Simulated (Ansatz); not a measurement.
Input, command and steps of an Ansatz relaxation.

```yaml
crystal:
  lattice:
    - [3.8191110709, 0.0, 0.0]
    - [-1.9095555354, 3.3074472073, 0.0]
    - [0.0, 0.0, 4.8118315929]
  atoms:
    - { symbol: Fe, position: [0.0, 0.0, 0.0], spin: 1.32 }
    - { symbol: Fe, position: [0.0, 0.0, 0.5], spin: 1.32 }
    - { symbol: Sb, position: [0.3333333333, 0.6666666667, 0.25] }
    - { symbol: Sb, position: [0.6666666667, 0.3333333333, 0.75] }
basis:
  ecutwfc: 420
kpoints:
  mp_grid: { grid: [12, 12, 8] }
hamiltonian:
  xc: pbesol
scf:
  occupations: { method: gaussian, width: 0.1 }
output:
  forces: true
  stress: true
  eigenvalues: true
  populations: true
magnetization:
  spin_polarized: true
relax:
  adjacent_minimum: "off"
  f_tol: 0.01
  max_steps: 30
  cell: { stress_tol: 0.1, fix: [volume] }
```

```bash
ansatz run input.yaml --threads 1 --pin off --max-ram 2560MiB --backend cpu --events-out ev --progress --plain --runs-dir out
```

All numbers below come from DFT PBEsol, scalar-relativistic, plane waves, PAW (Ansatz).

The volume is held at 0.91 times that of the relaxed cell.

Of 4 frames 3 are shown, positions in Å and forces in eV/Å; the SCF threshold varies from step to step. Steps run on the plane waves of an earlier cell, with a Pulay correction in the pressure. The basis is chosen afresh for the last frame, the zero of the energies, and at times for earlier ones too; energy and pressure step there, also at an unchanged geometry.

```xyz
4
Lattice="3.8191 0.0000 0.0000 -1.9096 3.3074 0.0000 0.0000 0.0000 4.8118" Properties=species:S:1:pos:R:3:forces:R:3 pbc="T T T" step=1 free_energy_over_end_meV_per_atom=0.06 pressure_GPa=16.37
Fe    0.0000    0.0000    0.0000    0.0000    0.0000    0.0000
Fe    0.0000    0.0000    2.4059    0.0000    0.0000    0.0000
Sb    0.0000    2.2050    1.2030    0.0000    0.0000    0.0000
Sb    1.9096    1.1025    3.6089    0.0000    0.0000    0.0000
4
Lattice="3.8164 0.0000 0.0000 -1.9082 3.3051 0.0000 0.0000 0.0000 4.8186" Properties=species:S:1:pos:R:3:forces:R:3 pbc="T T T" step=2 free_energy_over_end_meV_per_atom=0.01 pressure_GPa=16.34
Fe    0.0000    0.0000    0.0000    0.0000    0.0000    0.0000
Fe    0.0000    0.0000    2.4093    0.0000    0.0000    0.0000
Sb    0.0000    2.2034    1.2046    0.0000    0.0000    0.0000
Sb    1.9082    1.1017    3.6139    0.0000    0.0000    0.0000
4
Lattice="3.8149 0.0000 0.0000 -1.9074 3.3038 0.0000 0.0000 0.0000 4.8225" Properties=species:S:1:pos:R:3:forces:R:3 pbc="T T T" step=4 free_energy_over_end_meV_per_atom=0.00 pressure_GPa=16.33
Fe    0.0000    0.0000    0.0000    0.0000    0.0000    0.0000
Fe    0.0000    0.0000    2.4112    0.0000    0.0000    0.0000
Sb    0.0000    2.2025    1.2056    0.0000    0.0000    0.0000
Sb    1.9074    1.1013    3.6169    0.0000    0.0000    0.0000
```

It took 4 min on 1 thread of Intel(R) Xeon(R) Processor @ 2.50GHz (Skylake/Cascade Lake), on a shared host, peak memory 0.65 GiB.

Spin-orbit coupling is left out, which matters for the bands of heavy elements. Only parallel moments were tried here.